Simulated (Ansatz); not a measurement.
Ga2W in space group Fddd (No. 70; Ga on 16f, W on 8b), plane-wave PAW r²SCAN (Ansatz code), all energies at zero smearing, with the estimated change up to a 700 eV cutoff added, with one set of potentials and settings (totals compare only within such a set). Cell of 6 atoms (4 Ga, 2 W): -35955.245 eV.

```
element             reference phase  E (eV/atom)
-------  --------------------------  -----------
Ga        Cmce, 4 atoms in the cell   -3790.2689
W        Im-3m, 1 atoms in the cell  -10397.2967
```

Formation energy per atom, worked out: (-35955.245 − 4×(-3790.2689) − 2×(-10397.2967))/6 = 0.071 eV/atom (7 kJ per mol of atoms), at 0 K, without zero-point energy or fitted corrections.

The start of the workflow was typed in or built on a structure type; neither database checked (COD, Materials Project) lists it. Whether it is the stable phase at ambient conditions was not checked. Symmetry was held in the r²SCAN relaxation; its stability against distortions is not shown here. No spin polarisation was allowed. The references are the lowest solids computed at this level, not always the standard phases. Scalar-relativistic: spin–orbit coupling is off unless named, which matters more the heavier the elements.

Potentials: the later of the program's two PAW sets.
